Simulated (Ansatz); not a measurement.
Li3Ga2 in space group R-3m (No. 166; Li on 6c, Li on 3a, Ga on 6c) under volume change, the program Ansatz at the r²SCAN level (PAW), shape and atoms relaxed at each volume.

```tsv
V (Å³/atom)	E − E(relaxed) (meV/atom)	P (GPa)
13.545	18.5	4.80
13.992	7.8	2.95
14.438	1.9	1.36
14.885	0.0	0.00
15.331	[?]	[?]
15.778	6.3	-2.16
16.224	[?]	[?]
```

Q: Complete the blanks.

A: 
- 16.224, E − E(relaxed) (meV/atom): 13.6
- 16.224, P (GPa): -3.02
- 15.331, E − E(relaxed) (meV/atom): 1.7
- 15.331, P (GPa): -1.17

Q: What does a third-order Birch–Murnaghan fit give for V₀, B₀ and B′?

A: V₀ = 14.88 Å³/atom, B₀ = 41.9 GPa, B′ = 4.1.

The workflow started from an entry of the Crystallography Open Database (COD). Whether it is the stable phase at ambient conditions was not checked. The r²SCAN relaxation kept the symmetry of its start; its stability against distortions is not shown here.

Potentials: the later of the program's two PAW sets.
